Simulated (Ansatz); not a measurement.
Surface calculation: fcc Cu (111), 6 layers

The slab is cut from the fcc crystal, the stable phase, as relaxed on PAW files (11.95 Å³/atom), with 16 Å of vacuum and a dipole correction:

```
Cu
1.0
     2.56651    0.00000    0.00000
    -1.28326    2.22267    0.00000
     0.00000    0.00000   26.47770
Cu
6
Direct
  0.16667 0.33333 0.30214
  0.50000 0.00000 0.38128
  0.83333 0.66667 0.46043
  0.16667 0.33333 0.53957
  0.50000 0.00000 0.61872
  0.83333 0.66667 0.69786
```

All numbers are PBE results (scalar-relativistic) from Ansatz 0.2.0, with a Γ-centred 15×15×1 k mesh, Fermi–Dirac smearing of 0.1 eV, no spin polarisation. Methods: LAPW: all electrons, basis error target 1 meV/atom; PAW: frozen-core files, cutoff 420 eV.

The bulk energy comes from a cell in the slab's orientation on a 15×15×5 mesh. The surface energy is (E(slab) − N·E(bulk))/2A at zero smearing, the mean of both faces; thin slabs carry quantum-size effects.

Question: As cut, the LAPW slab lies 0.970 eV above 6 atoms of bulk. What surface energy is that?

Answer: Over two faces of 5.70 Å² it is 85.0 meV/Å², and times 16.02 J/m² per eV/Å² that gives γ = 1.362 J/m².

```json
{"method": "LAPW", "γ as cut (J/m²)": "1.362", "γ relaxed (J/m²)": "1.360", "Φ as cut (eV)": "4.82", "Φ relaxed (eV)": "4.81"}
```

Question: How do the spacings between the planes relax?

Answer: From the bottom face up: d12 -0.8 % of 2.096 Å, d23 -0.2 % of 2.096 Å, d34 +0.3 % of 2.096 Å, d45 -0.2 % of 2.096 Å, d56 -0.8 % of 2.096 Å.

Question: What changes if the images along the normal are cut off in place of the dipole correction?

Answer: LAPW then gives: no gap, work function 4.81 eV; PAW: no gap, work function 4.81 eV.

Question: A 2p core hole is made on one atom of each kind in every 1×1 cell (PAW hole dataset, neutral cell, valence without spin). What does it cost by layer?

Answer: layer 1 936.40 eV, layer 2 936.69 eV, layer 3 936.67 eV. Shifts between layers mean more than the absolute values, and a whole layer of holes screens otherwise than one hole.
